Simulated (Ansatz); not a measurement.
Zone-centre modes in Cu

The calculation used Ansatz, DFT PBEsol, scalar-relativistic, plane waves, PAW. Cutoff 420 eV, Γ-centred 24×24×2 k-points, Gaussian smearing of 0.15 eV. No spin polarisation.

Zero of the scan (relaxed at this level; this form isn't the usual structure):

```xyz
6
Lattice="2.4947 0.0000 0.0000 -1.2474 2.1605 0.0000 0.0000 0.0000 24.5695" Properties=species:S:1:pos:R:3 pbc="T T T"
Cu    0.0000    0.0000    9.1847
Cu    1.2474    0.7202    7.1251
Cu    0.0000    1.4403   11.2510
Cu    0.0000    0.0000   15.3847
Cu    1.2474    0.7202   13.3185
Cu    0.0000    1.4403   17.4444
```

Harmonic modes by finite displacements of 0.02 Å, without the LO–TO term.

(1) At this geometry, is the structure stable against these modes?

(2) List the wavenumbers in cm⁻¹.

Results:

(1) Yes: no mode is imaginary beyond 10 cm⁻¹, and only the three translations lie near zero.

(2) 0, 0, 0, 31, 31, 59, 59, 74, 83, 83, 104, 104, 117, 117, 139, 192, 233, 257.

Cost: 1 run of about 27 core-minutes, on Intel Xeon Processor @ 2.70GHz (shared hosts).